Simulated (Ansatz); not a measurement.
According to DFT-PBEsol in the program Ansatz with PAW potentials, Nd in the dhcp (α-La type) structure (P6_3/mmc) relaxes to a = 3.392 Å, c = 10.917 Å. Nd on 2a has 12 nearest neighbours from 3.36 Å (cuboctahedral); Nd on 2c has 12 nearest neighbours from 3.36 Å (anticuboctahedral).

Electronic character: metallic (no gap). The magnetic state found is ferromagnetic. The net moment is 3.83 μB per atom.

The cell was relaxed with PBEsol under the symmetry of its start. Spin order of the final state: ferromagnetic, the only order run, not a proven ground state. The volume lies over 15 % below that of the usual cell of this phase: another minimum, or an error of the functional. Caveat: open 4f shells can settle in a state that is not the lowest. No Hubbard U is applied. Axis ratios of metals converge slowly with the k-mesh, so a and c are less sure than the volume. Spin–orbit coupling is left out wherever it is not named.

Potentials: the later of the program's two PAW sets.
